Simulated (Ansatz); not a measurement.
The start is a generated cell, Ni placed in the AFLOW prototype A_hR1_166_a (A10, as in Hg). The cell and all atomic positions are relaxed at zero pressure with PBEsol (plane waves to 420 eV, PAW, scalar-relativistic; Ansatz, a program for electronic structure). The first steps use a coarse 15×15×15 k-mesh.

Initial structure:
```
Ni
1.0
    1.34806     0.77830     1.73205
   -1.34806     0.77830     1.73205
    0.00000    -1.55660     1.73205
Ni
1
Direct
  0.00000   0.00000   0.00000
```
Spin-polarised start, with parallel moments on Ni.

```json
{
  "outcome": "The space group goes from R-3m (No. 166) to Fm-3m (No. 225); the end is fcc (Cu type), with 1 atom in the primitive magnetic cell",
  "energy_released": "0.31 eV/atom",
  "volume_change": "-4.8 %, from 10.90 to 10.38 Å³/atom",
  "optimiser_moves": "14"
}
```

Final structure:

Space group Fm-3m (No. 225); a = 3.4628 Å, b = 3.4628 Å, c = 3.4628 Å, α = 90.00°, β = 90.00°, γ = 90.00°

| atom | site | symmetry | x | y | z |
|---|---|---|---|---|---|
| Ni | 4a | m-3m | 0.0000 | 0.0000 | 0.0000 |
(The calculation used a cell of 1 atom; values per cell refer to that cell.)

Final values are on a 23×23×23 k-mesh of the relaxed cell. Spin state reached: ferromagnetic (net 0.61 μB/atom), from parallel starting moments; other spin orders were not run from this start.

The run could not lose the symmetry of its start; a randomly shaken copy of 2 atoms returns to this structure.
